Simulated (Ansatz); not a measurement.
**All-electron card of WC**

```xyz
2
Lattice="2.9005 0.0000 0.0000 -1.4503 2.5119 0.0000 0.0000 0.0000 2.8290" Properties=species:S:1:pos:R:3 pbc="T T T"
W     0.0000    0.0000    0.0000
C     1.4503    0.8373    1.4145
```

Atom numbers follow the list: W1, C2.

The cell is a measured one (Crystallography Open Database entry 2102244); the temperature and pressure of the measurement aren't taken into account, and nothing was relaxed.

Spin–orbit coupling is left out, though it moves levels of the heavy atoms by tenths of an eV or more.

All numbers are computed: DFT, PBEsol, all-electron LAPW, scalar-relativistic (Ansatz 0.2.0); DFT, PBEsol, PAW with Ansatz's default frozen-core files, scalar-relativistic (Ansatz 0.2.0).

For LAPW: a Γ-centred 13×13×12 k mesh, Fermi–Dirac smearing of 0.05 eV, basis error target 1 meV/atom, no spin polarisation. PAW takes a cutoff of 420 eV at this cell (files made with PBE, cores remade for this functional). The Ansatz runs share mesh, smearing and spin set-up. Values come from LAPW unless marked.

| Quantity | Value |
| --- | --- |
| Löwdin charges (with 0.08 e of the cell spilling out of the atomic basis, so their sizes and signs hang on that basis) | W1 0.78, C2 -0.70 e |
| Density of states at the Fermi level (0.2 eV bin) | 0.26 states/eV per cell |
| Band gap | none: bands cross the Fermi level, a metal |
| Bader charges (from the PAW run) | W1 +1.39, C2 -1.39 e |
| Volume per atom | 10.31 Å³ |

Problem. Stress xx, yy, zz (compression positive): what does the calculation give?

Solution. -0.61, -0.61, -1.09 GPa.

Problem. Pressure at this cell: what does the calculation give?

Solution. -0.77 GPa.
